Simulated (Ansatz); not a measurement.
AlGaN2:
```cif
data_AlGaN2
_chemical_formula_sum 'Al1 Ga1 N2'
_space_group_name_H-M_alt 'P 1'
_space_group_IT_number 1
_cell_length_a 3.14673
_cell_length_b 3.14673
_cell_length_c 5.09638
_cell_angle_alpha 90.000
_cell_angle_beta 90.000
_cell_angle_gamma 120.000
loop_
_space_group_symop_operation_xyz
  'x, y, z'
loop_
_atom_site_label
_atom_site_type_symbol
_atom_site_fract_x
_atom_site_fract_y
_atom_site_fract_z
_atom_site_occupancy
Al1 Al 0.00000 0.00000 0.99953 1
Ga1 Ga 0.66667 0.33333 0.49723 1
N1 N 0.66667 0.33333 0.11253 1
N2 N 0.00000 0.00000 0.62710 1
```

Relaxed with PBEsol. Plane-wave PAW PBEsol (Ansatz code) gives a gap of 2.82 eV.

Question: What gap does HSE06 give on the same cell (Ansatz, PAW)?

Answer: 4.19 eV, 1.37 eV more. The hybrid was solved on a coarser mesh and at special points; its gap is the smallest among all of these.

```csv
k,v1 PBEsol,c1 PBEsol,v1 HSE06,c1 HSE06
Γ,0.00,2.82,0.00,4.19
A,-0.21,4.85,…,…
K,-2.64,4.86,…,…
H,-1.11,6.52,-1.16,8.12
M,-0.87,5.12,…,…
L,-1.43,4.43,…,…
```

Question: Top valence (v1) and lowest conduction level (c1) in eV from each method's valence maximum (which need not be a listed point): supply the withheld HSE06 values.

Answer: 
- K, v1 HSE06: -2.85
- K, c1 HSE06: 6.22
- L, v1 HSE06: -1.54
- L, c1 HSE06: 5.85
- A, v1 HSE06: -0.22
- A, c1 HSE06: 6.38
- M, v1 HSE06: -0.95
- M, c1 HSE06: 6.55

Cost on shared cores: the PBEsol run (SCF on a 10×10×6 mesh, then bands and DOS) around 24 core-seconds (rough), the HSE06 run (SCF on 7×7×4, then a few points) very roughly 110 core-seconds; the tasks are unlike.

Space group P3m1. The first step of the workflow began from a Materials Project structure, measured or hypothetical; the Crystallography Open Database copy checked does not list it. With Al and Ga taken as one species the cell has the higher symmetry P6_3mc, so it may be an ordered model of a mixed-site phase. Whether it is the stable phase at ambient conditions was not checked. Symmetry was held in the PBEsol relaxation; whether a distortion lowers the energy is not shown. Scalar-relativistic: spin–orbit coupling is off unless named, which matters more the heavier the elements.

Potentials: the later of the program's two PAW sets.
